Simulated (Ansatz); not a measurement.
Ta:
```
CELL_PARAMETERS angstrom
      0.00000     3.02719     3.02719
      3.02719     0.00000     3.02719
      3.02719     3.02719     0.00000
ATOMIC_POSITIONS crystal
  Ta 0.00000 0.00000 0.00000
  Ta 0.25000 0.25000 0.25000
```

Relaxed with r²SCAN. Special points in fractions of this cell's reciprocal vectors: Γ (0.000, 0.000, 0.000); X (0.500, 0.000, 0.500); U (0.625, 0.250, 0.625); K (0.375, 0.375, 0.750); L (0.500, 0.500, 0.500); W (0.500, 0.250, 0.750).

Problem. List the band energies nearest the Fermi level at these points for r²SCAN in the plane-wave PAW code Ansatz.

Solution. In eV from the Fermi level; about four levels below and three above (degenerate sets whole), none deeper than 8.9 eV; points with the same levels are listed once.

```tsv
k	below	above
Γ	-0.96 -0.96 -0.33 -0.33 -0.33	2.20 2.20 2.20
X	-1.03 -1.03 -0.27 -0.27	2.03 2.03 4.51 4.51
U	-1.68 -1.57 -0.77 -0.69	1.03 1.41 1.87
L	-0.85 -0.85 -0.38 -0.38 -0.11	3.45 3.45 5.17 5.17
W	-2.05 -2.05 -1.21 -1.21	0.78 0.78 0.92 0.92
```

Space group Fd-3m (diamond). The start of the workflow was typed in or built on a structure type; neither database checked (COD, Materials Project) lists it. It is not the phase usual at ambient conditions (space group No. 229). Symmetry was held in the r²SCAN relaxation; whether a distortion lowers the energy is not shown. No spin polarisation was allowed. Spin–orbit coupling is left out wherever it is not named.

Potentials: the earlier of the program's two PAW sets.
